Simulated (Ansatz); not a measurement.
## Structure relaxation, MoS₂

The start is a generated cell, MoS2 placed in the AFLOW prototype A2B_hP9_189_fg_bc (C22, as in Fe2P). A full variable-cell relaxation at zero pressure is run with PBEsol (plane waves to 420 eV, PAW, scalar-relativistic; Ansatz, a program for electronic structure). The first steps use a coarse 4×4×6 k-mesh.

Initial structure:
```
CELL_PARAMETERS angstrom
      6.81326     0.00000     0.00000
     -3.40663     5.90046     0.00000
      0.00000     0.00000     3.98455
ATOMIC_POSITIONS crystal
  S  0.25600 0.00000 0.00000
  S  0.00000 0.25600 0.00000
  S  0.74400 0.74400 0.00000
  S  0.58900 0.00000 0.50000
  S  0.00000 0.58900 0.50000
  S  0.41100 0.41100 0.50000
  Mo 0.00000 0.00000 0.50000
  Mo 0.33333 0.66667 0.00000
  Mo 0.66667 0.33333 0.00000
```

* **Initial pressure**: -20 GPa (negative: the cell is under tension)
* **Largest initial force**: about 0.8 eV/Å, on S4, S5, S6 (atoms numbered as listed)
* **Outcome**: The space group stays P-62m (No. 189) (the run could not lower it), with 9 atoms in the primitive cell
* **Energy released**: 0.29 eV/atom
* **Volume change**: -19.7 %, from 17.80 to 14.30 Å³/atom
* **Shortest distances (start → end)**: The closest pairs of elements (up to four, under 3.6 Å), start → end: Mo–S 2.58 → 2.47 Å; S–S 3.02 → 2.77 Å; Mo–Mo 3.93 → 3.14 Å
* **Band gap at the end**: no gap (metallic)
* **Optimiser moves**: 16

Final structure:

```cif
data_Mo3S6
_chemical_formula_sum 'S6 Mo3'
_space_group_name_H-M_alt 'P-62m'
_space_group_IT_number 189
_space_group_name_Hall 'P -6 -2'
_cell_length_a 6.88266
_cell_length_b 6.88266
_cell_length_c 3.13686
_cell_angle_alpha 90.000
_cell_angle_beta 90.000
_cell_angle_gamma 120.000
loop_
_atom_site_label
_atom_site_type_symbol
_atom_site_symmetry_multiplicity
_atom_site_Wyckoff_symbol
_atom_site_fract_x
_atom_site_fract_y
_atom_site_fract_z
_atom_site_occupancy
S1 S 3 f 0.00000 0.27634 0.00000 1
S2 S 3 g 0.39167 0.39167 0.50000 1
Mo1 Mo 1 b 0.00000 0.00000 0.50000 1
Mo2 Mo 2 c 0.33333 0.66667 0.00000 1
```

Final values are on a 8×8×15 k-mesh of the relaxed cell. No spin polarisation in the result.

The run could not lose the symmetry of its start, so the end can be a saddle point.

The relaxed structure here is a generated cell of MoS2: the first start was made by placing the elements on the sites of a structure type, and the end was not matched to a known phase here, so it may be hypothetical. Known forms of MoS2 include space group No. 160, 194.
